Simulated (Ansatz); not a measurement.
AlGaP2:
```yaml
crystal:
  lattice:
    - [3.85974, 0.00000, 0.00000]
    - [0.00000, 3.85974, 0.00000]
    - [0.00000, 0.00000, 5.45068]
  atoms:
    - { symbol: Al, position: [0.50000, 0.50000, 0.50000] }
    - { symbol: Ga, position: [0.00000, 0.00000, 0.00000] }
    - { symbol: P, position: [0.00000, 0.50000, 0.24971] }
    - { symbol: P, position: [0.50000, 0.00000, 0.75029] }
```

Relaxed with PBEsol.

Problem. Give the Bader charges and basin volumes of the independent atoms, DFT-PBEsol in the program Ansatz with PAW potentials.

Solution. 

```tsv
atom	Bader charge (e)	Bader volume (Å³)
Al1	+2.08	6.9
Ga2	+0.80	15.3
P3	-1.44	29.5
```

Space group P-4m2. The workflow started from a Materials Project entry (that database holds measured and hypothetical structures alike); the Crystallography Open Database copy checked does not list it. With Al and Ga taken as one species the cell has the higher symmetry F-43m, so it may be an ordered model of a mixed-site phase. Its standing as an ambient phase is unchecked. Symmetry was held in the PBEsol relaxation; its stability against distortions is not shown here. Scalar-relativistic: spin–orbit coupling is off unless named, which matters more the heavier the elements.

Potentials: the later of the program's two PAW sets.
